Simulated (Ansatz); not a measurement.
Cu: relaxation (Ansatz)

The input file (Ansatz 0.2.0, plane waves):

```yaml
crystal:
  lattice:
    - [1.423626, 2.465789, 0.0]
    - [-1.423626, 2.465789, 0.0]
    - [0.0, 0.0, 4.522789]
  atoms:
    - { symbol: Cu, position: [0.33333, 0.33334, 0.25], spin: 1, spin_axis: [0.0, 0.0, 1.0] }
    - { symbol: Cu, position: [0.66666, 0.66667, 0.75], spin: 1, spin_axis: [0.0, 0.0, 1.0] }
kpoints:
  mp_grid: { grid: [9, 9, 5], shift: [0, 0, 0] }
magnetization:
  noncollinear: true
  spin_orbit: true
scf:
  occupations: { method: gaussian, width: 0.0125 }
  lower_state_search: "off"
hamiltonian:
  pseudopotentials: { kind: paw_fr }
  xc: lda
basis:
  ecutwfc: 420
  fft_grid_basis: typed
relax:
  max_steps: 40
  cell: { p_target: 0.0 }
output:
  forces: true
  stress: true
  eigenvalues: true
  bader: true
  populations: true
  elf: true
  write_potential: true
  volumetric_format: npy
  dos:
    e_range: [-12, 8]
    de: 0.05
    projected: { site_lists: { Cu: [Cu] } }
    method: { smearing: { sigma: 0.1, scheme: gaussian } }
checkpoint:
  read: saved_state
```

The command:

```bash
ansatz run input.yaml --threads 2 --pin off --max-ram 3584MiB --backend cpu --events-out ev --progress --plain --runs-dir out
```

Origin of the cell: a known structure type with other elements, at an estimated volume, so it need not be a known compound.

The saved state is a converged single point of the same cell.

Output (shortened):

```
Warning: the atoms were moved onto the symmetric positions of the space group found under crystal.symmetry.tolerance 1.0e-5 (fractional; no operation is sought that the atoms, as they stand i […]
Pseudopotentials: kind: paw_fr
Pseudopotential: Cu, paw_fr, valence charge 19, recommended cutoff 420 eV (normal), Cu.paw.azcp#standard-fr
Functional definition: SPW92
  exchange = slater_x
  correlation = pw_c
Crystal: 2 atoms, lattice volume = 31.753 Å³
Basis set: ecut = 420 eV, 615 PW (Γ)
Bands: 46, of which v1, the nominal top of the filled ones, is band 38 counted from 1 (37 counted from 0)
Symmetry: 12 space group operations + 12 with time reversal
Magnetic group: BNS 194.270 (UNI 1500), of the structure as read, at distance tolerance 3.2e-5 Å
k-points: 36 of 405 (time reversal used)
[… 4 lines left out …]
Starting moments: Σ|m| = 2 μB on 2 of 2 sites; this step starts from the density that it was given
Functional: x = slater, c = lda
SCF iter   1: F=—  HF=-13110.884790 eV  Δρ=1.91e-2  dr2=2.17e-3  dr2_m=2.65e-2  |M|=4.43e-3 ∫|m|=5.07e-3 μB
SCF iter   2: F=—  HF=-13110.892588 eV  Δρ=1.34e-2  dr2=1.16e-3  dr2_m=1.30e-2  |M|=3.86e-3 ∫|m|=4.29e-3 μB
SCF iter   3: F=—  HF=-13110.896303 eV  Δρ=9.39e-3  dr2=1.92e-4  dr2_m=6.41e-3  |M|=3.21e-3 ∫|m|=3.51e-3 μB
SCF iter   4: F=—  HF=-13110.898554 eV  Δρ=6.57e-3  dr2=2.80e-6  dr2_m=3.14e-3  |M|=2.59e-3 ∫|m|=2.80e-3 μB
SCF iter   5: F=—  HF=-13110.899418 eV  Δρ=4.61e-3  dr2=3.30e-7  dr2_m=1.55e-3  |M|=2.03e-3 ∫|m|=2.19e-3 μB
SCF iter   6: F=—  HF=-13110.899842 eV  Δρ=3.24e-3  dr2=9.18e-10  dr2_m=7.62e-4  |M|=1.58e-3 ∫|m|=1.70e-3 μB
SCF iter   7: F=—  HF=-13110.900051 eV  Δρ=2.27e-3  dr2=6.01e-9  dr2_m=3.76e-4  |M|=1.22e-3 ∫|m|=1.31e-3 μB
SCF iter   8: F=—  HF=-13110.900154 eV  Δρ=1.60e-3  dr2=1.38e-10  dr2_m=1.85e-4  |M|=9.41e-4 ∫|m|=1.01e-3 μB
SCF iter   9: F=—  HF=-13110.900254 eV  Δρ=2.89e-5  dr2=1.52e-7  dr2_m=5.54e-8  |M|=1.32e-4 ∫|m|=1.41e-4 μB
SCF iter  10: F=—  HF=-13110.900255 eV  Δρ=8.43e-5  dr2=1.30e-6  dr2_m=8.92e-9  |M|=5.54e-5 ∫|m|=5.94e-5 μB  recentre
SCF iter  11: F=-13110.900254 eV  HF=-13110.900254 eV  Δρ=1.34e-5  dr2=5.26e-9  dr2_m=1.32e-8  |M|=6.55e-5 ∫|m|=7.02e-5 μB
SCF iter  12: F=-13110.900254 eV  HF=-13110.900254 eV  Δρ=3.75e-7  dr2=2.13e-12  dr2_m=1.03e-11  |M|=2.11e-6 ∫|m|=3.32e-6 μB
relax step   1: F+E_penalty+E_count = -13110.900254 eV  Δ(F+E_penalty+E_count) = +0.000e0 eV  max|allowed force component| = 3.701e-17 eV/Å  Δτ_max = 0.0000 Å  P = -27.514 GPa  Ω = 31.753 Å³  (12 SCF iters, accepted)
relax step   2: F+E_penalty+E_count = -13111.601009 eV  Δ(F+E_penalty+E_count) = -7.008e-1 eV  max|allowed force component| = 1.272e-17 eV/Å  Δτ_max = 0.0000 Å  P = -24.578 GPa  Ω = 27.557 Å³ […]
relax step   3: F+E_penalty+E_count = -13112.076190 eV  Δ(F+E_penalty+E_count) = -4.752e-1 eV  max|allowed force component| = 1.503e-17 eV/Å  Δτ_max = 0.0000 Å  P = -13.440 GPa  Ω = 23.816 Å³ […]
relax step   4: F+E_penalty+E_count = -13112.138860 eV  Δ(F+E_penalty+E_count) = -6.267e-2 eV  max|allowed force component| = 3.238e-17 eV/Å  Δτ_max = 0.0000 Å  P = +10.721 GPa  Ω = 20.728 Å³ […]
relax step   5: F+E_penalty+E_count = -13112.172794 eV  Δ(F+E_penalty+E_count) = -3.393e-2 eV  max|allowed force component| = 3.238e-17 eV/Å  Δτ_max = 0.0000 Å  P = -1.749 GPa  Ω = 21.994 Å³ […]
relax step   6: F+E_penalty+E_count = -13112.174325 eV  Δ(F+E_penalty+E_count) = -1.531e-3 eV  max|allowed force component| = 2.197e-17 eV/Å  Δτ_max = 0.0000 Å  P = -0.207 GPa  Ω = 21.811 Å³ […]
relax step   7: F+E_penalty+E_count = -13112.174357 eV  Δ(F+E_penalty+E_count) = -3.255e-5 eV  max|allowed force component| = 1.041e-17 eV/Å  Δτ_max = 0.0000 Å  P = +0.005 GPa  Ω = 21.786 Å³ […]
relax step   8: F+E_penalty+E_count = -13112.170867 eV  Δ(F+E_penalty+E_count) = +3.490e-3 eV  max|allowed force component| = 5.782e-18 eV/Å  Δτ_max = 0.0000 Å  P = -0.043 GPa  Ω = 21.786 Å³  stress off target by 4.92e-2 GPa […]
the starting moments were not kept: the SCF closed with an absolute magnetisation of 7.5e-8 μB, where they sum to 2 μB in size (2 sites). That is at most 0.1 of that sum. Measured as dr2_m me […]
SCF 8 converged in 5 iterations: F = -13112.170867 eV  dr2 = 2.87e-11
basis re-selected at this cell: Δ(F+E_penalty+E_count) = +3.490e-3 eV, ΔP = -0.048 GPa vs the last step (what re-selecting the basis moved, of the pressure what is left beyond the Pulay corre […]
SCF converged after 5 iterations
Magnetization: |M| = 0.0000 μB,  M = (-0.0000, -0.0000, -0.0000) μB
Absolute magnetization: 0.0000 μB (∫|m|, with the PAW one-centre terms)
  site 0: m = (+0.0000, -0.0000, -0.0000) μB, |m| = 0.0000 μB  (R = 1.02 Å)
  site 1: m = (+0.0000, -0.0000, -0.0000) μB, |m| = 0.0000 μB  (R = 1.02 Å)
Free energy (F): -13112.170867 eV
Harris-Foulkes:  -13112.170867 eV  (|F-HF|=5.46e-12)
Internal energy: -13112.170787 eV  (E = F + TS)
E sigma→0 (E₀):  -13112.170827 eV
Entropy (-TS):   -0.000080 eV (-0.040 meV/atom)
Fermi energy:    18.156446 eV
--- Per-component energies (eV) ---
  E_band       = -667.900741
  E_kinetic    = 603.304583
  E_local      = -7805.888282  (includes V_loc(G=0)·N_el)
  E_nonlocal   = 785.636660
  E_hartree    = 3441.180911
  E_xc         = -179.857780
  E_vxc        = -233.289900  (∫ρ·V_xc dr)
  E_paw        = -3184.816783  (= ΣΔE_a)
  E_vpaw       = -900.025969  (= ΣTr[D̂ρ^β])
  E_aug_tail   = 0.000526  (compensation charges beyond the density's cutoff)
  E_ewald      = -6772.635016
  E_core_change = 0.904393  (= ΣΔE_core)
  E_smearing   = -0.000080  (= −TS)
  Σ components = -13112.170867   (vs F -13112.170867, Δ=0.00e0)
--- Forces (eV/Å), atoms counted from 1 ---
  atom   1  Cu     0.000000    -0.000000     0.000000
  atom   2  Cu    -0.000000     0.000000     0.000000
  max |Σ_I F_I| component: 6.94e-18 eV/Å
--- Stress (GPa, compression-positive) ---
       -0.040522      -0.000000       0.000000
       -0.000000      -0.040522      -0.000000
        0.000000       0.000000      -0.049234
  P = ⅓ Tr σ = -0.0434 GPa (-0.434 kbar)
--- Relaxed structure (7 steps of the walk, 7 accepted, 1 SCFs on fresh bases) ---
  F+E_penalty+E_count = -13112.170867 eV   max|allowed force component| = 5.782e-18 eV/Å   (the final SCF, on the basis selected at the relaxed cell)
  cell:  # Å, volume = 21.7862 Å³
    - [1.239163, 2.146294, 5.900e-18]
    - [-1.239163, 2.146294, -5.900e-18]
    - [1.874e-17, 0.0, 4.095757]
  atoms:
    - { symbol: Cu, position: [0.333333, 0.333333, 0.25] }
    - { symbol: Cu, position: [0.666667, 0.666667, 0.750000] }
--- Löwdin populations: 2 sites ---
  site symbol       q [e]
     0     Cu     18.8461
     1     Cu     18.8461
  spilling = 0.008098 (of n_electrons = 38.000000)
--- Bader charges: 2 sites ---
  site symbol  charge [e]  shift [e]  m_x [muB]  m_y [muB]  m_z [muB]
     0     Cu      0.0000     0.0000     0.0000     0.0000     0.0000
     1     Cu      0.0000     0.0000     0.0000     0.0000     0.0000
  estimated error of the sums over rays = 1.5e-5 e
```

Before:

Space group P6_3/mmc (No. 194); the run's cell has a = 2.847 Å, b = 2.847 Å, c = 4.523 Å, α = 90.00°, β = 90.00°, γ = 60.00°. Shortest distances: Cu–Cu 2.80 Å.

After:

Space group P6_3/mmc (No. 194); the run's cell has a = 2.478 Å, b = 2.478 Å, c = 4.096 Å, α = 90.00°, β = 90.00°, γ = 60.00°. Shortest distances: Cu–Cu 2.48 Å.

```
Free energy lowered by  : 635.3 meV/atom
Volume change           : -31.39 %
Final pressure          : -0.04 GPa
Relaxation steps listed : 8
```

Caveats: a starting moment was lost; no moments, though an odd count or open d shells may carry them; the k mesh is coarse if the cell is a metal; the relaxation held the start's symmetry, so the end may be a saddle point.

Time: 40 s on 2 threads of Intel(R) Xeon(R) 6975P-C (Granite Rapids) (shared host), peak memory 0.53 GiB, from a saved density.
